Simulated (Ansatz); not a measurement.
Task: Each is relaxed and computed with PBEsol (plane waves, PAW; program Ansatz). Which is the only metal?
A. LaWN3, R3c (La on 6a, W on 6a, N on 18b)
B. BiB, zinc blende
C. BW2, I4/mcm (B on 4a, W on 8h)
D. WO3, P-42_1m (W on 4e, O on 4e, O on 8f)

Result: C, BW2, I4/mcm (B on 4a, W on 8h). BW2: metal; LaWN3: gap 0.98 eV (indirect); BiB: gap 0.45 eV (direct); WO3: gap 1.17 eV. Constructed cells (a structure type filled with these elements, in neither database checked): BiB, zinc blende. Standing as an ambient phase not checked: BW2, I4/mcm (B on 4a, W on 8h); LaWN3, R3c (La on 6a, W on 6a, N on 18b); WO3, P-42_1m (W on 4e, O on 4e, O on 8f). All cells were relaxed under the symmetry of their starts (and spin orders); stability against distortions was not tested throughout. Rows with no word on spin ran without spin polarisation. Scalar-relativistic: spin–orbit coupling is off unless named, which matters more the heavier the elements.

Potentials: the later of the program's two PAW sets.
